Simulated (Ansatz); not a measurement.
Geometry optimisation in Ansatz: input, command and trajectory.

```yaml
crystal:
  lattice:
    - [2.1848422771, -5.3982492366, 0.0]
    - [2.1848422771, 5.3982492366, 0.0]
    - [0.0, 0.0, 3.9299131627]
  atoms:
    - { symbol: "Y", position: [0.1394832956, 0.8605167044, 0.25] }
    - { symbol: "Y", position: [0.8605167044, 0.1394832956, 0.75] }
    - { symbol: Si, position: [0.4238239978, 0.5761760022, 0.25] }
    - { symbol: Si, position: [0.5761760022, 0.4238239978, 0.75] }
basis:
  ecutwfc: 420
kpoints:
  mp_grid: { grid: [10, 10, 12] }
hamiltonian:
  xc: pbesol
scf:
  occupations: { method: gaussian, width: 0.1 }
output:
  forces: true
  stress: true
  eigenvalues: true
  write_density: true
  write_potential: true
  elf: true
  volumetric_format: npy
relax:
  adjacent_minimum: "off"
  f_tol: 0.01
  max_steps: 30
  cell: { stress_tol: 0.1, fix: [volume] }
```

```bash
ansatz run input.yaml --threads 1 --pin off --max-ram 2560MiB --backend cpu --events-out ev --progress --plain --runs-dir out
```

These are results of DFT PBEsol, scalar-relativistic, plane waves, PAW in Ansatz 0.2.0, not measurements.

The volume is held at 1.1 times that of the relaxed cell.

Of 4 frames 3 are shown, positions in Å and forces in eV/Å; the SCF threshold varies from step to step. Steps run on the plane waves of an earlier cell, with a Pulay correction in the pressure. The basis is chosen afresh for the last frame, the zero of the energies, and at times for earlier ones too; energy and pressure step there, also at an unchanged geometry. The mark taken_back stands on steps that the optimiser undid.

```xyz
4
Lattice="2.1848 -5.3982 0.0000 2.1848 5.3982 0.0000 0.0000 0.0000 3.9299" Properties=species:S:1:pos:R:3:forces:R:3 pbc="T T T" step=1 free_energy_over_end_meV_per_atom=0.10 pressure_GPa=-7.52
Y     2.1848    3.8923    0.9825    0.0000    0.0520    0.0000
Y     2.1848   -3.8923    2.9474    0.0000   -0.0520    0.0000
Si    2.1848    0.8224    0.9825    0.0000   -0.0132    0.0000
Si    2.1848   -0.8224    2.9474    0.0000    0.0132    0.0000
4
Lattice="2.1855 -5.4003 0.0000 2.1855 5.4003 0.0000 0.0000 0.0000 3.9274" Properties=species:S:1:pos:R:3:forces:R:3 pbc="T T T" step=2 free_energy_over_end_meV_per_atom=0.12 pressure_GPa=-7.44 taken_back
Y     2.1855    3.9085    0.9818    0.0000   -0.0562    0.0000
Y     2.1855   -3.9085    2.9455    0.0000    0.0562    0.0000
Si    2.1855    0.8232    0.9818    0.0000   -0.0015    0.0000
Si    2.1855   -0.8232    2.9455    0.0000    0.0015    0.0000
4
Lattice="2.1836 -5.4021 0.0000 2.1836 5.4021 0.0000 0.0000 0.0000 3.9293" Properties=species:S:1:pos:R:3:forces:R:3 pbc="T T T" step=4 free_energy_over_end_meV_per_atom=0.00 pressure_GPa=-7.48
Y     2.1836    3.9021    0.9823    0.0000    0.0000    0.0000
Y     2.1836   -3.9021    2.9470    0.0000    0.0000    0.0000
Si    2.1836    0.8224    0.9823    0.0000   -0.0020    0.0000
Si    2.1836   -0.8224    2.9470    0.0000    0.0020    0.0000
```

The run took 3.4 min on 1 thread of Intel(R) Xeon(R) Processor @ 2.50GHz (Skylake/Cascade Lake), on a shared host, peak memory 0.64 GiB.